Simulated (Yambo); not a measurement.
Yambo run on SrMgH4 (space group Cmc2_1, No. 36). The wavefunctions are norm-conserving LDA (Quantum ESPRESSO, 84 Ry, no spin-orbit coupling) ones on a 4×4×2 mesh (24 occupied bands); a = b = 7.0224 Å, c = 5.5762 Å, α = β = 90.00°, γ = 147.26°.

Yambo input:

```
rim_cut
gw0
dyson
el_el_corr
HF_and_locXC
ppa
em1d
RandQpts= 1000000
RandGvec= 1 Ry
EXXRLvcs= 84 Ry
VXCRLvcs= 336 Ry
Chimod= "HARTREE"
% BndsRnXp
 9 | 158 |
%
NGsBlkXp= 6 Ry
% LongDrXp
 1.0 | 1.0 | 1.0 |
%
PPAPntXp= 27.2114 eV
% GbndRnge
 1 | 64 |
%
GTermKind= "none"
DysSolver= "n"
ExtendOut
% QPkrange
 3 | 3 | 25 | 25 |
 9 | 9 | 24 | 25 |
 13 | 13 | 24 | 24 |
%
```

k points by index: 3 = (0, 0.25, 0), 9 = (0.25, -0.5, 0), 13 = (-0.5, -0.5, 0).

Resulting energies as the program prints them:

```
#    K-point    Band    Eo [eV]    E [eV]    E-Eo [eV]    Vxc [eV]    Vnlxc [eV]    Sc|Eo [eV]    Sc|E [eV]    dSc/dw|Eo [eV]    Re(Z)    Im(Z)
#
    3    25    2.491470    3.794511    1.303041    -8.672220    -4.193203    -2.911274    -3.175976    -5.527136    0.831171    -0.001408
    9    24    -0.630636    -1.129556    -0.498920    -11.13157    -14.18058    2.423573    2.550084    -6.898148    0.797761    -0.001631
    9    25    2.529494    3.856755    1.327261    -8.795679    -4.285937    -2.912338    -3.182482    -5.537852    0.830899    -0.001407
    13    24    0.000000    -0.481642    -0.481642    -11.30708    -14.25088    2.342645    2.462156    -6.750258    0.801236    -0.001581
```
(The two width columns are left out.) Convergence of these settings isn't established.

Geometry of the Materials Project entry, not relaxed at this level.

The structure is a Materials Project entry; no match was found in the copy of COD used, and its stability was not checked.
